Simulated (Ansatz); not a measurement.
# Computed properties of Ta2GaC

Ta₂GaC:
```yaml
crystal:
  lattice:
    - [3.09412, 0.00000, 0.00000]
    - [-1.54706, 2.67959, 0.00000]
    - [0.00000, 0.00000, 13.48102]
  atoms:
    - { symbol: Ta, position: [0.33333, 0.66667, 0.59082] }
    - { symbol: Ta, position: [0.66667, 0.33333, 0.40918] }
    - { symbol: Ta, position: [0.66667, 0.33333, 0.09082] }
    - { symbol: Ta, position: [0.33333, 0.66667, 0.90918] }
    - { symbol: Ga, position: [0.33333, 0.66667, 0.25000] }
    - { symbol: Ga, position: [0.66667, 0.33333, 0.75000] }
    - { symbol: C, position: [0.00000, 0.00000, 0.00000] }
    - { symbol: C, position: [0.00000, 0.00000, 0.50000] }
```

Space group P6_3/mmc (No. 194); conventional cell a = 3.0941 Å, b = 3.0941 Å, c = 13.4810 Å, α = 90.00°, β = 90.00°, γ = 120.00°.

Method: PBEsol (plane waves, PAW; program Ansatz). Geometry: relaxed at this level of theory. Other levels are named where they apply.

### Cell and energy

* **Volume per atom**: 13.97 Å³
* **Density**: 13.18 g/cm³
* **Formation energy from the elements (no fitted shifts)**: -0.59 eV/atom

### Electronic structure

Electronic character: metallic (no gap)
Density of states at the Fermi level: 0.39 states/eV per atom (mean over ±0.08 eV)
Gap with spin–orbit coupling: none (metallic)

### Mechanics

- Bulk modulus (Birch–Murnaghan fit) = 208 GPa
- Pressure derivative B′ = 5.1
- Elastic constants (relaxed ions, GPa) = C11 = 354, C12 = 116, C13 = 159, C33 = 325, C44 = 156
- Mechanical stability = stable (all eigenvalues of C positive)
- Hill bulk and shear moduli = 211 and 123 GPa
- Young's modulus = 308 GPa
- Poisson's ratio = 0.26
- Debye temperature from the elastic constants = 419 K

### Phonons

- Highest zone-centre frequency: 684 cm⁻¹
- Zone-centre stability: no imaginary mode at Γ

The first step of the workflow began from a Materials Project structure, measured or hypothetical; the Crystallography Open Database copy checked does not list it. Its standing as an ambient phase is unchecked. The PBEsol relaxation kept the symmetry of its start. The run is not spin-polarised. As this level gives no gap, shear constants depend on the k-mesh and smearing (Fermi–Dirac, 0.1 eV here). As this level gives no gap, phonon frequencies hold no LO–TO term and depend on the k-mesh and smearing (Fermi–Dirac, 0.1 eV here). On the denser mesh and wider smearing of the elastic run this cell carries a stress of 0.3 GPa. The references are the lowest solids computed at this level, not always the standard phases. Spin–orbit coupling is left out wherever it is not named.

Potentials: the later of the program's two PAW sets.
